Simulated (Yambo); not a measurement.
PdSO₄ (space group C2/c, No. 15); a = 4.913 Å, b = 4.913 Å, c = 7.778 Å, α = 98.14°, β = 98.14°, γ = 80.67°. With the G0W0 scissor the direct gap on the mesh is 2.79 eV. Axes are Cartesian, with cell vectors (Å) (3.75, -3.18, 0.00), (3.75, 3.18, 0.00), (-1.44, 0.00, 7.64).

Problem. Does this run resolve the lowest exciton, and if so, what are its energy and binding? (Yambo, PBEsol bands; 4×4×2 mesh, 24 valence and 9 conduction bands, static screening with 115 bands and a 3 Ry block, scissor 1.85 eV, Tamm-Dancoff.)

Solution. The mesh holds a bound state, but the numbers are provisional. These are vertical excitations (zero momentum). The lowest state lies at 1.43 eV (dark for light along x), the direct quasiparticle gap on this mesh at 2.79 eV. Its binding energy, counted from that gap, is 1.36 eV; it spreads over about 30 k points of the mesh. Convergence with the mesh was not shown. The first optically allowed state is at 2.43 eV. The scissor comes from a G0W0 run whose convergence isn't established. Spin-orbit splittings are left out.

Geometry of the Materials Project entry, not relaxed at this level.

The structure is a Materials Project entry; no match was found in the copy of COD used, and its stability was not checked.
